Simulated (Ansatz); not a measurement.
Structure relaxation, AlRu

The start is a generated trial cell of AlRu in the AFLOW prototype AB_cF8_216_c_a (B3, as in ZnS). Cell shape, volume and atoms are optimised at zero target pressure with r2SCAN (plane waves to 500 eV, PAW, scalar-relativistic; Ansatz, a quantum-chemistry and plane-wave program). The first steps use a coarse 12×12×12 k-mesh.

Input geometry:
```yaml
crystal:
  lattice:
    - [0.00000, 2.31815, 2.31815]
    - [2.31815, 0.00000, 2.31815]
    - [2.31815, 2.31815, 0.00000]
  atoms:
    - { symbol: Ru, position: [0.25000, 0.25000, 0.25000] }
    - { symbol: Al, position: [0.00000, 0.00000, 0.00000] }
```

### Question
How large is the pressure on the unrelaxed cell, and of which sign?

### Answer
+112 GPa (positive: the cell is compressed).

### Question
By how much does the energy per atom fall from start to end?

### Answer
1.83 eV/atom.

### Question
How does the volume per atom move from start to end?

### Answer
+64.1 %, from 12.46 to 20.45 Å³/atom.

### Question
How do the shortest distances between atoms change?

### Answer
The closest pairs of elements (up to four, under 3.6 Å), start → end: Al–Ru 2.01 → 2.37 Å; Ru–Ru 3.28 → 3.87 Å; Al–Al 3.28 → 3.87 Å.

### Question
What does it relax into? Give the structure.

### Answer

Space group F-43m (No. 216); a = 5.469 Å, b = 5.469 Å, c = 5.469 Å, α = 90.00°, β = 90.00°, γ = 90.00°

```
atom  site  symmetry       x       y       z
----  ----  --------  ------  ------  ------
Ru      4c      -43m  0.2500  0.2500  0.2500
Al      4a      -43m  0.0000  0.0000  0.0000
```
(The calculation used a cell of 2 atoms; values per cell refer to that cell.)

The space group stays F-43m (No. 216) (the run could not lower it); the end is zinc blende type, with 2 atoms in the primitive cell. Final values are on a 15×15×15 k-mesh of the relaxed cell. No spin polarisation in the result. A magnetic state may lie lower.

The run could not lose the symmetry of its start, so the end can be a saddle point.

All atoms sit on sites fixed by symmetry, so only the cell could relax.

The relaxed structure here is a generated cell of AlRu: the first start was made by placing the elements on the sites of a structure type, and the end was not matched to a known phase here, so it may be hypothetical.
